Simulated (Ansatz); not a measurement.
The start is a relaxed YCl cell, doubled along one cell vector, shaken by Gaussian noise of σ = 0.08 Å a coordinate. The structure is fully relaxed (lattice and positions, P = 0) with PBE (plane waves to 420 eV, PAW, scalar-relativistic; Ansatz, a quantum-chemistry and plane-wave program). The first steps use a coarse 3×6×7 k-mesh.

Initial structure:
```yaml
crystal:
  lattice:
    - [7.73422, 0.00000, 0.00000]
    - [0.00000, 3.86711, 0.00000]
    - [0.00000, 0.00000, 3.55832]
  atoms:
    - { symbol: Cl, position: [0.00279, 0.99817, 0.47518] }
    - { symbol: Cl, position: [0.50361, 0.00368, 0.52539] }
    - { symbol: Y, position: [0.24340, 0.49012, 0.50260] }
    - { symbol: Y, position: [0.75686, 0.49813, 0.48392] }
```

```json
{
 "volume_change": "-15.6 %, from 26.61 to 22.46 Å³/atom",
 "relative_to_the_parent": "It does not go back: it reaches P6₃/mmc (No. 194), NiAs type, 0.22 eV/atom below the parent",
 "Shortest distances (start → end)": "The closest pairs of elements (up to four, under 3.6 Å), start → end: Cl–Y 2.66 → 2.95 Å; Cl–Cl 3.56 → 3.46 Å; Y–Y 3.56 → 3.46 Å",
 "band_gap_at_the_end": "no gap (metallic)",
 "optimiser_moves": "35"
}
```

Final values are on a 15×15×6 k-mesh of the relaxed cell. No spin polarisation in the result. The d or f electrons are treated with no Hubbard U.

The relaxed structure here is a generated cell of YCl: the first start was made by a random draw of sites in a space group, and the end was not matched to a known phase here, so it may be hypothetical.
